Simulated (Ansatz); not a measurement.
Antifluorite alloy of Mg2Si and Mg2Ge (6 of 32 Si sites exchanged), 96 atoms

Ansatz, PAW, plane waves. PBEsol relaxation of volume and atoms (shape held) at the single k point (¼, ¼, ¼) without its symmetry partners; single points on the relaxed atoms at the single k point (¼, ¼, ¼) without its symmetry partners, onto which points of the small cell's zone fold. Arrangement: random. No spin–orbit coupling unless named.

Relaxed structure:

```
CELL_PARAMETERS angstrom
12.66635 0.00000 0.00000
0.00000 12.66635 0.00000
0.00000 0.00000 12.66635
ATOMIC_POSITIONS crystal
Mg 0.37479 0.12522 0.12532
Mg 0.37441 0.12468 0.62478
Mg 0.37451 0.62483 0.12491
Mg 0.37492 0.62525 0.62532
Mg 0.87488 0.12512 0.12528
Mg 0.87576 0.12509 0.62524
Mg 0.87487 0.62507 0.12515
Mg 0.87500 0.62531 0.62432
Mg 0.12483 0.37487 0.12515
Mg 0.12518 0.37503 0.62506
Mg 0.12476 0.87528 0.12540
Mg 0.12528 0.87529 0.62504
Mg 0.62503 0.37524 0.12503
Mg 0.62458 0.37545 0.62483
Mg 0.62532 0.87562 0.12477
Mg 0.62459 0.87466 0.62479
Mg 0.12472 0.12514 0.37496
Mg 0.12521 0.12516 0.87509
Mg 0.12500 0.62526 0.37508
Mg 0.12537 0.62481 0.87558
Mg 0.62460 0.12492 0.37457
Mg 0.62484 0.12520 0.87595
Mg 0.62511 0.62493 0.37522
Mg 0.62475 0.62555 0.87543
Mg 0.12463 0.12509 0.12519
Mg 0.12496 0.12481 0.62514
Mg 0.12452 0.62494 0.12500
Mg 0.12535 0.62464 0.62480
Mg 0.62477 0.12510 0.12520
Mg 0.62424 0.12453 0.62481
Mg 0.62506 0.62478 0.12473
Mg 0.62450 0.62536 0.62454
Mg 0.37466 0.37506 0.37473
Mg 0.37453 0.37542 0.87534
Mg 0.37437 0.87537 0.37559
Mg 0.37496 0.87505 0.87513
Mg 0.87540 0.37545 0.37460
Mg 0.87536 0.37460 0.87543
Mg 0.87489 0.87516 0.37493
Mg 0.87497 0.87511 0.87584
Mg 0.37476 0.37506 0.12491
Mg 0.37429 0.37534 0.62453
Mg 0.37448 0.87543 0.12501
Mg 0.37488 0.87494 0.62525
Mg 0.87481 0.37469 0.12512
Mg 0.87593 0.37499 0.62484
Mg 0.87472 0.87494 0.12509
Mg 0.87483 0.87470 0.62434
Mg 0.37468 0.12497 0.37483
Mg 0.37443 0.12455 0.87526
Mg 0.37421 0.62457 0.37541
Mg 0.37480 0.62515 0.87492
Mg 0.87523 0.12473 0.37444
Mg 0.87548 0.12551 0.87555
Mg 0.87481 0.62500 0.37483
Mg 0.87488 0.62496 0.87581
Mg 0.12472 0.37496 0.37489
Mg 0.12497 0.37478 0.87505
Mg 0.12487 0.87504 0.37523
Mg 0.12529 0.87529 0.87547
Mg 0.62444 0.37543 0.37447
Mg 0.62466 0.37496 0.87575
Mg 0.62510 0.87547 0.37517
Mg 0.62437 0.87455 0.87537
Si 0.00000 0.00023 0.00017
Si 0.00003 0.99995 0.49994
Si 0.99987 0.49973 0.00016
Si 0.00019 0.50013 0.49984
Si 0.49975 0.00007 0.00025
Si 0.49973 0.00001 0.49981
Si 0.49977 0.50013 0.00010
Si 0.49962 0.50003 0.49985
Si 0.24984 0.25002 0.00029
Si 0.24972 0.24998 0.49987
Si 0.24991 0.75011 0.00030
Si 0.24979 0.75013 0.50027
Si 0.74986 0.25000 0.00034
Si 0.74993 0.75002 0.00031
Si 0.74982 0.75015 0.49972
Si 0.24974 0.00019 0.25022
Si 0.24999 0.99991 0.75009
Si 0.24973 0.49996 0.24998
Si 0.24984 0.50009 0.75016
Si 0.74989 0.00017 0.25004
Si 0.75002 0.50011 0.24991
Si 0.99989 0.24995 0.24999
Si 0.00022 0.25003 0.75010
Si 0.99976 0.75021 0.25011
Si 0.49983 0.25014 0.24988
Si 0.49985 0.75013 0.75007
Ge 0.75002 0.25000 0.49994
Ge 0.74995 0.00011 0.75028
Ge 0.75006 0.49995 0.75007
Ge 0.00006 0.74996 0.75024
Ge 0.49952 0.25007 0.75001
Ge 0.49976 0.75023 0.25013
```

What are the mean bond lengths by pair (pairs within 1.2 times the sum of covalent radii, less contacts 15 % beyond the pair's median; cation–cation pairs of compounds aside; long ionic contacts are cut short by that bound)?

Ge–Mg 2.749 ± 0.002 Å (standard deviation, 48 bonds); Mg–Mg 3.167 ± 0.006 Å (standard deviation, 192 bonds); Mg–Si 2.741 ± 0.002 Å (standard deviation, 208 bonds).

What gap lies between the top filled and the lowest empty level in the single points?

r²SCAN 0.91 eV (17 s on NVIDIA H100). Away from Γ this isn't the crystal's band gap.
